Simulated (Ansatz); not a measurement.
Starting cell, Al2Cu (Al2Cu type, space group I4/mcm):

```xyz
6
Lattice="-3.0298 3.0298 2.4373 3.0298 -3.0298 2.4373 3.0298 3.0298 -2.4373" Properties=species:S:1:pos:R:3 pbc="T T T"
Al     0.9591     3.9889     0.0000
Al     0.9591     2.0707     2.4373
Al     2.0707     0.9591     0.0000
Al     2.0707    -0.9591     2.4373
Cu     0.0000     0.0000     1.2186
Cu     0.0000     0.0000     3.6559
```

In this cell atom 1 (Al, nearest neighbour Cu at 2.587 Å; its periodic images, 4.9 Å or more away, move with it) is moved by s along Cartesian x, unit vector (1.000, 0.000, 0.000); all other atoms and the cell stay fixed.

Calculation: PBE (plane waves to 420 eV, PAW, scalar-relativistic; Ansatz, a program for electronic structure). k mesh 10×10×10 (Γ-centred), Fermi-Dirac smearing 0.05 eV. The energy includes the smearing's −TS. With partly filled bands, energies and forces of such displacements shift with the k mesh and the smearing. Al2Cu is run without spin polarisation. Al2Cu was relaxed with its symmetry unable to fall. ΔE is measured from the undisplaced structure. The last digit holds for this mesh only.

| s (Å) | ΔE (meV/cell) |
|---|---|
| -0.780 | 1507.0 |
| -0.624 | 957.0 |
| -0.468 | 540.2 |
| -0.312 | 244.3 |
| -0.156 | 63.6 |
| 0.000 | 0.0 |
| 0.156 | 65.2 |
| 0.312 | 282.6 |
| 0.468 | withheld |
| 0.624 | 1335.7 |
| 0.780 | 2291.3 |

Fit a polynomial form (powers 2, 3, 4) to the given rows and predict ΔE at s = 0.468.

Least squares on the 10 given rows: ΔE = (2647)·s² + (814.8)·s³ + (778.8)·s⁴, in meV/cell with s in Å; root-mean-square residual 5.86 meV/cell. At 0.468 the fit gives 700.6 meV/cell; the calculation gives 688.7 meV/cell, so the interpolation is off by 11.9 (+1.7 %). The quadratic term alone would give 579.8 meV/cell.

(A displaced cell: forces are minus the slopes of the energy, force constants its curvatures, and phonons follow from these.)
